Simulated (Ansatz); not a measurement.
SrTiHO2:
```xyz
5
Lattice="3.9765 0.0000 0.0000 0.0000 3.9765 0.0000 0.0000 0.0000 3.7395" Properties=species:S:1:pos:R:3 pbc="T T T"
Sr     0.0000     0.0000     0.0000
Ti     1.9882     1.9882     1.8697
O      1.9882     0.0000     1.8697
O      0.0000     1.9882     1.8697
H      1.9882     1.9882     0.0000
```
Starting moments (μB, in the order of the atoms Sr Ti O O H): 0.0 1.0 0.0 0.0 0.0.

Relaxed with r²SCAN.

Problem. Map the electron localisation function on the plane through (0.500, 0.500, 0.500) spanned by u = [1, 0, 0] and v = [0, 0, 1] in lattice vectors, from r²SCAN (plane waves, PAW; program Ansatz).

Solution. x is the fraction of u, y of v (the angle between them is 90°; rows are the nearest grid lines); atoms in the plane: Ti at (0.00, 0.00), O at (0.50, 0.00), H at (0.00, 0.50).
```
y \ x   0.000  0.100  0.200  0.250  0.350  0.450  0.550  0.650  0.750  0.800  0.900   1.00
------  -----  -----  -----  -----  -----  -----  -----  -----  -----  -----  -----  -----
1.00    0.527  0.740  0.288  0.153  0.823  0.440  0.440  0.823  0.153  0.288  0.740  0.527
0.947   0.615  0.759  0.273  0.151  0.821  0.570  0.570  0.821  0.151  0.273  0.759  0.615
0.842   0.652  0.620  0.137  0.144  0.739  0.807  0.807  0.739  0.144  0.137  0.620  0.652
0.789   0.348  0.268  0.088  0.132  0.603  0.762  0.762  0.603  0.132  0.088  0.268  0.348
0.684   0.412  0.346  0.183  0.117  0.181  0.374  0.374  0.181  0.117  0.183  0.346  0.412
0.632   0.952  0.876  0.454  0.199  0.083  0.134  0.134  0.083  0.199  0.454  0.876  0.952
0.526   0.999  0.997  0.875  0.543  0.056  0.019  0.019  0.056  0.543  0.875  0.997  0.999
0.474   0.999  0.997  0.875  0.543  0.056  0.019  0.019  0.056  0.543  0.875  0.997  0.999
0.368   0.952  0.876  0.454  0.199  0.083  0.134  0.134  0.083  0.199  0.454  0.876  0.952
0.316   0.412  0.346  0.183  0.117  0.181  0.374  0.374  0.181  0.117  0.183  0.346  0.412
0.211   0.348  0.268  0.088  0.132  0.603  0.762  0.762  0.603  0.132  0.088  0.268  0.348
0.158   0.652  0.620  0.137  0.144  0.739  0.807  0.807  0.739  0.144  0.137  0.620  0.652
0.0526  0.615  0.759  0.273  0.151  0.821  0.570  0.570  0.821  0.151  0.273  0.759  0.615
0.000   0.527  0.740  0.288  0.153  0.823  0.440  0.440  0.823  0.153  0.288  0.740  0.527
```

The density is the valence pseudo-density with augmentation charge, so density and ELF within about 1 Å of a nucleus are not all-electron values.

Space group P4/mmm. The start of the workflow was typed in or built on a structure type; neither database checked (COD, Materials Project) lists it. Whether it is the stable phase at ambient conditions was not checked. The r²SCAN relaxation kept the symmetry of its start; whether a distortion lowers the energy is not shown. The final state is ferromagnetic, the only order run, not a proven ground state. The cell computed holds one magnetic atom, so no antiferromagnetic order was within reach. Other orbital occupations within this spin state were not tried. No Hubbard U is applied.

Potentials: the earlier of the program's two PAW sets.
